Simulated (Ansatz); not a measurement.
Consider the following.

VPt$_{3}$:
```yaml
crystal:
  lattice:
    - [1.36529, 0.78825, 8.97085]
    - [-1.36529, 0.78825, 8.97085]
    - [0.00000, -1.57650, 8.97085]
  atoms:
    - { symbol: V, position: [0.00000, 0.00000, 0.00000] }
    - { symbol: Pt, position: [0.25580, 0.25580, 0.25580] }
    - { symbol: Pt, position: [0.74420, 0.74420, 0.74420] }
    - { symbol: Pt, position: [0.50000, 0.50000, 0.50000] }
```

This is the PBEsol-relaxed structure.

**Question.** All from DFT-PBEsol in the program Ansatz with PAW potentials, unless another level is named. Give the formation energy from the elements (no fitted shifts).

**Answer.** -0.33 eV/atom.

**Question.** And the density of states at the Fermi level?

**Answer.** 0.85 states/eV per atom (mean over ±0.08 eV).

Space group R-3m. The workflow started from a Materials Project entry (that database holds measured and hypothetical structures alike); the Crystallography Open Database copy checked does not list it. COD files the formula under space group No. 139, 221. Its standing as an ambient phase is unchecked. The PBEsol relaxation kept the symmetry of its start; its stability against distortions is not shown here. No spin polarisation was allowed. The references are the lowest solids computed at this level, not always the standard phases. Scalar-relativistic: spin–orbit coupling is off unless named, which matters more the heavier the elements.

Potentials: the later of the program's two PAW sets.
